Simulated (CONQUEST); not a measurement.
Set-up for a self-consistent single point of AlN (P6_3mc, 8 atoms in the cell; from Materials Project mp-661, changed as shown).

```
CELL_PARAMETERS angstrom
      3.06602     0.00000     0.00000
      0.00000     5.31050     0.00000
      0.00000     0.00000     4.91662
ATOMIC_POSITIONS crystal
  Al 0.50000 0.16667 0.49929
  Al 0.00000 0.33333 0.99929
  Al 0.00000 0.66667 0.49929
  Al 0.50000 0.83333 0.99929
  N  0.50000 0.16667 0.88071
  N  0.00000 0.33333 0.38071
  N  0.00000 0.66667 0.88071
  N  0.50000 0.83333 0.38071
```

Method: CONQUEST with PBE, numerical atomic orbitals double-zeta with polarisation (the shipped basis), PseudoDojo norm-conserving potentials made for PBE.

CONQUEST settings:

- basis: DZP
- Diag.MPMeshX, Y, Z: 12 6 8
- potentials: PseudoDojo norm-conserving PBE
- Grid.GridCutoff: 175 Ha
- DM.SolutionMethod: diagon
- Diag.kT: 0.000735 Ha
- Diag.GammaCentred: true
- minE.SCTolerance: 1.0e-06
- SC.MaxIters: 100
- SC.LinearMixingFactor: 0.3
- AtomMove.TypeOfRun: static

Task: Estimate, at this level of theory: gap on the k-point mesh and pressure.

Result: The run gave:

Gap on the k-point mesh: 4.80 eV
Pressure: 16.21 GPa

Gaps are taken between levels on the mesh.

For comparison: a first run was changed to give this one (lattice scaled by 0.98), and from it to this one the free energy goes up by 36.0 meV/atom, the pressure goes from 2.91 to 16.21 GPa and the gap on the mesh goes from 4.224 to 4.799 eV.

The program uses no crystal symmetry, so grid and mesh can part values that symmetry would make equal. The atom-centred basis is finite, which shifts total energies, pressures and gaps against plane waves. The structure comes from a collection of computed structures, made at another level of theory; the collection holds predicted forms beside known ones.

Cost on one core: around 5 core-minutes (rough).
